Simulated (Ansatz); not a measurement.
One starting cell of Ti (a generated cell, Ti built in the dhcp structure type) was relaxed twice with Ansatz (plane waves, PAW, scalar-relativistic): with r2SCAN at 500 eV and with PBE at 420 eV. The r2SCAN result:

```cif
data_Ti4
_chemical_formula_sum 'Ti4'
_space_group_name_H-M_alt 'P 1'
_space_group_IT_number 1
_cell_length_a 2.93127
_cell_length_b 2.93127
_cell_length_c 9.36262
_cell_angle_alpha 90.000
_cell_angle_beta 90.000
_cell_angle_gamma 120.000
loop_
_space_group_symop_operation_xyz
  'x, y, z'
loop_
_atom_site_label
_atom_site_type_symbol
_atom_site_fract_x
_atom_site_fract_y
_atom_site_fract_z
_atom_site_occupancy
Ti1 Ti 0.00000 0.00000 0.00000 1
Ti2 Ti 0.00000 0.00000 0.50000 1
Ti3 Ti 0.33333 0.66667 0.25000 1
Ti4 Ti 0.66667 0.33333 0.75000 1
```

| quantity | r2SCAN | PBE |
|---|---|---|
| space group | P6₃/mmc | P6₃/mmc |
| volume (Å³/atom) | 17.42 | 17.48 |
| a (Å) | 2.931 | 2.936 |
| c (Å) | 9.363 | 9.366 |
| gap (eV, no spin-orbit coupling) | 0.00 | 0.00 |

Both levels end in the same structure; PBE's volume is within 0.5 % of r2SCAN's. Neither column is exact.

No spin polarisation in the result.

The run could not lose the symmetry of its start; a randomly shaken copy of 8 atoms returns to this structure.

All atoms sit on sites fixed by symmetry, so only the cell could relax.

The relaxed structure here is a generated cell of Ti: the first start was made by placing the elements on the sites of a structure type, and the end was not matched to a known phase here, so it may be hypothetical. A known form of Ti has the same space group but another cell.

Ansatz is an electronic-structure program.
